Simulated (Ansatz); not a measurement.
## An elastic constant from a strain scan in V2N3

Theory: DFT PBEsol, scalar-relativistic, plane waves, PAW (Ansatz). Cutoff 420 eV, Γ-centred 18×18×8 k-points, Gaussian smearing of 0.15 eV. No spin polarisation. Energies are free energies at this smearing, counted from the undisturbed cell; pressure is positive in compression.

The starting cell (relaxed at this level; with this scan's settings it stands at 0.1 GPa; it needn't be the usual structure):

```yaml
crystal:
  lattice:
    - [2.77979, 0.00000, 0.00000]
    - [-1.38989, 2.40737, 0.00000]
    - [0.00000, 0.00000, 6.19635]
  atoms:
    - { symbol: V, position: [0.66667, 0.33333, 0.30212] }
    - { symbol: V, position: [0.33333, 0.66667, 0.69788] }
    - { symbol: N, position: [0.00000, 0.00000, 0.50000] }
    - { symbol: N, position: [0.00000, 0.00000, 0.10744] }
    - { symbol: N, position: [0.00000, 0.00000, 0.89256] }
```

The cell is strained by ε times the Voigt pattern (0, 1, 0, 0, 0, 0) (xx, yy, zz, yz, xz, xy; engineering shear) with fractional coordinates fixed. The cell holds 5 atoms in V0 = 41.47 Å³. The stress column is τ = (1/V0) dE/dε, got from the stress tensor σ (compression positive) at each point as −det(1 + εP) σ : P(1 + εP)⁻¹, with P the pattern as a tensor.

```
      ε  ΔE (meV/atom)  τ (GPa)
-0.0200          6.145  -11.987
-0.0150          3.451   -8.886
-0.0100          1.539   -5.874
-0.0050          0.393   -2.948
 0.0000          0.000   -0.106
 0.0050          0.341    2.652
 0.0100          1.372    5.328
 0.0150          3.083    7.924
 0.0175          4.191    9.192
 0.0200              ?        ?
```

**Question.** Which combination of elastic constants does this scan measure, and how large is it?

**Answer.** For small ε, τ = τ0 + Kε with K = pᵀCp, which for this pattern is C22 in the Cartesian frame shown. The parabola through τ at ε = -0.0050, 0 and 0.0050 has slope K = 560 GPa at zero. The energies per cell, E = NΔE, of the same two points give K = 2[E(ε₊)/ε₊ − E(ε₋)/ε₋]/[(ε₊ − ε₋)V0] = 568 GPa, in agreement. These are clamped-ion values.

**Question.** Predict the withheld row at ε = 0.0200 from the harmonic law, and compare.

**Answer.** ΔE = V0(τ0 ε + Kε²/2)/N = 5.687 meV/atom and τ = 11.09 GPa. The calculation gives 5.463 meV/atom and 10.44 GPa, a miss of 3.9 % of the harmonic energy, so the harmonic law still holds here.

Forces appear on the atoms along this scan, and letting them relax would lower the energy and soften the response. In a metal these slopes depend on the k mesh and the smearing.

Cost: 10 runs of about 4.3 core-minutes in all, on Oxide Virtual Turin-like Processor (Zen 5) (shared hosts).